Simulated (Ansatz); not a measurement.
Geometry optimisation in Ansatz: input, command and trajectory.

```yaml
crystal:
  lattice:
    - [2.3821339318, 0.0, 0.0]
    - [-1.1910669659, 2.0629885001, 0.0]
    - [0.0, 0.0, 7.1630825938]
  atoms:
    - { symbol: C, position: [0.0, 0.0, 0.25] }
    - { symbol: C, position: [0.0, 0.0, 0.75] }
    - { symbol: C, position: [0.3333333333, 0.6666666667, 0.25] }
    - { symbol: C, position: [0.6666666667, 0.3333333333, 0.75] }
basis:
  ecutwfc: 500
kpoints:
  mp_grid: { grid: [24, 24, 8] }
hamiltonian:
  xc: r2scan
scf:
  occupations: { method: gaussian, width: 0.1 }
output:
  forces: true
  stress: true
  eigenvalues: true
  write_density: true
  write_potential: true
  elf: true
  volumetric_format: npy
relax:
  adjacent_minimum: "off"
  f_tol: 0.008
  max_steps: 40
  cell: { stress_tol: 0.015, fix: [a, b, gamma] }
```

```bash
ansatz run input.yaml --threads 1 --pin off --max-ram 2560MiB --backend cpu --events-out ev --progress --plain --runs-dir out
```

Method: DFT r2SCAN, scalar-relativistic, plane waves, PAW in Ansatz.

Of 5 frames 4 are shown, positions in Å and forces in eV/Å; the SCF threshold varies from step to step. Steps run on the plane waves of an earlier cell, with a Pulay correction in the pressure. The basis is chosen afresh for the last frame, the zero of the energies, and at times for earlier ones too; energy and pressure step there, also at an unchanged geometry.

```xyz
4
Lattice="2.3821 0.0000 0.0000 -1.1911 2.0630 0.0000 0.0000 0.0000 7.1631" Properties=species:S:1:pos:R:3:forces:R:3 pbc="T T T" step=1 free_energy_over_end_meV_per_atom=0.29 pressure_GPa=27.80
C     0.0000    0.0000    1.7908    0.0000    0.0000    0.0000
C     0.0000    0.0000    5.3723    0.0000    0.0000    0.0000
C     0.0000    1.3753    1.7908    0.0000    0.0000    0.0000
C     1.1911    0.6877    5.3723    0.0000    0.0000    0.0000
4
Lattice="2.3821 0.0000 0.0000 -1.1911 2.0630 0.0000 0.0000 0.0000 7.0981" Properties=species:S:1:pos:R:3:forces:R:3 pbc="T T T" step=2 free_energy_over_end_meV_per_atom=0.09 pressure_GPa=28.09
C     0.0000    0.0000    1.7745    0.0000    0.0000    0.0000
C     0.0000    0.0000    5.3236    0.0000    0.0000    0.0000
C     0.0000    1.3753    1.7745    0.0000    0.0000    0.0000
C     1.1911    0.6877    5.3236    0.0000    0.0000    0.0000
4
Lattice="2.3821 0.0000 0.0000 -1.1911 2.0630 0.0000 0.0000 0.0000 6.9844" Properties=species:S:1:pos:R:3:forces:R:3 pbc="T T T" step=3 free_energy_over_end_meV_per_atom=-0.06 pressure_GPa=28.62
C     0.0000    0.0000    1.7461    0.0000    0.0000    0.0000
C     0.0000    0.0000    5.2383    0.0000    0.0000    0.0000
C     0.0000    1.3753    1.7461    0.0000    0.0000    0.0000
C     1.1911    0.6877    5.2383    0.0000    0.0000    0.0000
4
Lattice="2.3821 0.0000 0.0000 -1.1911 2.0630 0.0000 0.0000 0.0000 7.0039" Properties=species:S:1:pos:R:3:forces:R:3 pbc="T T T" step=5 free_energy_over_end_meV_per_atom=0.00 pressure_GPa=28.53
C     0.0000    0.0000    1.7510    0.0000    0.0000    0.0000
C     0.0000    0.0000    5.2529    0.0000    0.0000    0.0000
C     0.0000    1.3753    1.7510    0.0000    0.0000    0.0000
C     1.1911    0.6877    5.2529    0.0000    0.0000    0.0000
```

It took 79 s on 1 thread of Arm Neoverse V2 (shared host), peak memory 0.5 GiB.

The cell holds layers, and r2SCAN describes their binding at middle range but leaves out its long-range dispersion part.